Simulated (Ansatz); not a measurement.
ScPb3Cl6 in Ansatz, settings compared

The input file (Ansatz 0.2.0, plane waves):

```yaml
crystal:
  lattice:
    - [0.0, 5.327965, 5.327965]
    - [5.327965, 0.0, 5.327965]
    - [5.327965, 5.327965, 0.0]
  atoms:
    - { symbol: Pb, position: [0.25, 0.25, 0.25] }
    - { symbol: Pb, position: [0.75, 0.75, 0.75] }
    - { symbol: Pb, position: [0.5, 0.5, 0.5] }
    - { symbol: Cl, position: [0.238, 0.762, 0.762] }
    - { symbol: Cl, position: [0.762, 0.238, 0.762] }
    - { symbol: Cl, position: [0.762, 0.238, 0.238] }
    - { symbol: Cl, position: [0.238, 0.762, 0.238] }
    - { symbol: Cl, position: [0.762, 0.762, 0.238] }
    - { symbol: Cl, position: [0.238, 0.238, 0.762] }
    - { symbol: Sc, position: [0.0, 0.0, 0.0] }
  symmetry: { tolerance: 0.0003 }
kpoints:
  mp_grid: { grid: [3, 3, 3], shift: [0, 0, 0] }
magnetization:
  spin_polarized: false
scf:
  occupations: { method: fermi_dirac, width: 0.1312 }
hamiltonian:
  pseudopotentials: { kind: paw }
  xc: pbe
basis:
  ecutwfc: 420
output:
  forces: true
  stress: true
  eigenvalues: true
```

Run with:

```bash
ansatz run input.yaml --threads 1 --pin off --max-ram 2560MiB --backend cpu --events-out ev --progress --plain --runs-dir out
```

Origin of the cell: a known structure type with other elements, at an estimated volume, so it need not be a known compound.

Output of this run (shortened):

```
band count auto-derived: 59 (N_el = 95.0; filled up to band 48; 58 by the electrons, moments and atoms)
Pseudopotentials: kind: paw
Pseudopotential: Pb, paw, valence charge 14, recommended cutoff 420 eV (normal), Pb.paw.azcp
Pseudopotential: Cl, paw, valence charge 7, recommended cutoff 420 eV (normal), Cl.paw.azcp
Pseudopotential: Sc, paw, valence charge 11, recommended cutoff 420 eV (normal), Sc.paw.azcp
Functional definition: PBE
  exchange = pbe_x(kappa = kappa, mu = beta*pi^2/3)
  correlation = pbe_c(beta = beta)
Crystal: 10 atoms, lattice volume = 302.492 Å³
Basis set: ecut = 420 eV, 5961 PW (Γ), exchange–correlation on 108×108×108 points (8 copies of the dense FFT grid, shifted against one another)
Bands: 59, of which v1, the nominal top of the filled ones, is band 48 counted from 1 (47 counted from 0)
Symmetry: 48 space group operations
[… 8 lines left out …]
Initial density: superposition of atomic densities (neutral atoms: chi_scale 0, normalization atom), corrected by the library's trained network
Functional: x = pbe(κ = 0.804, μ = 0.219515), c = pbe(β = 0.066725)
SCF iter   1: F=—  HF=-44341.459358 eV  Δρ=2.99e-3  dr2=9.32e-2
SCF iter   2: F=—  HF=-44341.461331 eV  Δρ=2.19e-3  dr2=5.11e-2
SCF iter   3: F=—  HF=-44341.451472 eV  Δρ=3.82e-4  dr2=1.23e-3
SCF iter   4: F=—  HF=-44341.451349 eV  Δρ=9.58e-5  dr2=8.27e-5
SCF iter   5: F=—  HF=-44341.451240 eV  Δρ=4.13e-5  dr2=1.24e-5
SCF iter   6: F=—  HF=-44341.451240 eV  Δρ=1.43e-5  dr2=1.22e-6
SCF iter   7: F=-44341.451240 eV  HF=-44341.451240 eV  Δρ=3.93e-6  dr2=7.70e-8
SCF 1 converged in 7 iterations: F = -44341.451240 eV  dr2 = 7.70e-8
SCF converged after 7 iterations
Free energy (F): -44341.451240 eV
Harris-Foulkes:  -44341.451240 eV  (|F-HF|=4.65e-8)
Internal energy: -44340.932676 eV  (E = F + TS)
E sigma→0 (E₀):  -44341.191958 eV
Entropy (-TS):   -0.518564 eV (-51.856 meV/atom)
Fermi energy:    6.483017 eV
--- Per-component energies (eV) ---
  E_band       = -650.351060
  E_kinetic    = 2084.603644
  E_local      = -6457.659666  (includes V_loc(G=0)·N_el)
  E_nonlocal   = 1301.514467
  E_hartree    = 2381.829933
  E_xc         = -1407.422565
  E_vxc        = -1255.024051  (∫ρ·V_xc dr)
  E_paw        = -36119.621222  (= ΣΔE_a)
  E_vpaw       = -1087.434260  (= ΣTr[D̂ρ^β])
  E_aug_tail   = 0.000702  (compensation charges beyond the density's cutoff)
  E_ewald      = -6124.177969
  E_smearing   = -0.518564  (= −TS)
  Σ components = -44341.451240   (vs F -44341.451240, Δ=0.00e0)
--- Forces (eV/Å), atoms counted from 1 ---
  atom   1  Pb    -0.000000    -0.000000     0.000000
  atom   2  Pb     0.000000     0.000000    -0.000000
  atom   3  Pb     0.000000    -0.000000    -0.000000
[… 2 lines left out …]
  atom   6  Cl    -0.509745     0.000000    -0.000000
  atom   7  Cl     0.000000    -0.509745     0.000000
  atom   8  Cl     0.000000     0.000000     0.509745
  atom   9  Cl     0.000000    -0.000000    -0.509745
  atom  10  Sc     0.000000    -0.000000     0.000000
  max |Σ_I F_I| component: 1.11e-16 eV/Å
--- Stress (GPa, compression-positive) ---
        0.707013       0.000000       0.000000
       -0.000000       0.707013      -0.000000
       -0.000000       0.000000       0.707013
  P = ⅓ Tr σ = 0.7070 GPa (7.070 kbar)
```

The same input was run again with these changes:

1. `scf.algorithm` default → direct_min; `scf.initial_density.chi_scale` default → 0.1; `hamiltonian.hubbard` default → { sites: [{ species: Sc, l: d, u_eff: 8.0 }], double_counting: fll }
2. `scf.occupations.width` 0.1312 → default; `scf.occupations.method` fermi_dirac → tetrahedron
3. `basis.ecutwfc` 420 → "550 eV"; `kpoints.mp_grid.shift` [0, 0, 0] → [0.5, 0.5, 0.5]
4. `hamiltonian.xc` pbe → lda

```json
{"run": "base", "end": "converged", "SCF iterations": "7", "P (GPa)": "0.71", "max force component (eV/Å)": "0.510", "moment (μB)": "–", "ΔE(σ→0) (meV/atom)": "0"}
{"run": "1", "end": "converged", "SCF iterations": "7", "P (GPa)": "2.19", "max force component (eV/Å)": "0.112", "moment (μB)": "–", "ΔE(σ→0) (meV/atom)": "–"}
{"run": "2", "end": "converged", "SCF iterations": "8", "P (GPa)": "0.55", "max force component (eV/Å)": "0.514", "moment (μB)": "–", "ΔE(σ→0) (meV/atom)": "1.13"}
{"run": "3", "end": "converged", "SCF iterations": "7", "P (GPa)": "0.66", "max force component (eV/Å)": "0.502", "moment (μB)": "–", "ΔE(σ→0) (meV/atom)": "-2.93"}
{"run": "4", "end": "converged", "SCF iterations": "8", "P (GPa)": "-2.97", "max force component (eV/Å)": "0.566", "moment (μB)": "–", "ΔE(σ→0) (meV/atom)": "–"}
```

Energies are compared only where functional, datasets, charge and starting cell are the same.

Caveats of the base run: no moments, though an odd count or open d shells may carry them; no spin-orbit coupling, though heavy elements are present; the k mesh is coarse if the cell is a metal.

Run 2: forces and stress under tetrahedra may miss the slope of the energy.
Run 3: the k mesh keeps only part of the crystal's symmetry.

Time of the base run: 5.4 s on 1 thread of Intel(R) Xeon(R) Platinum 8375C CPU @ 2.90GHz (Ice Lake), on a shared host, peak memory 0.61 GiB, from the program's own first density.
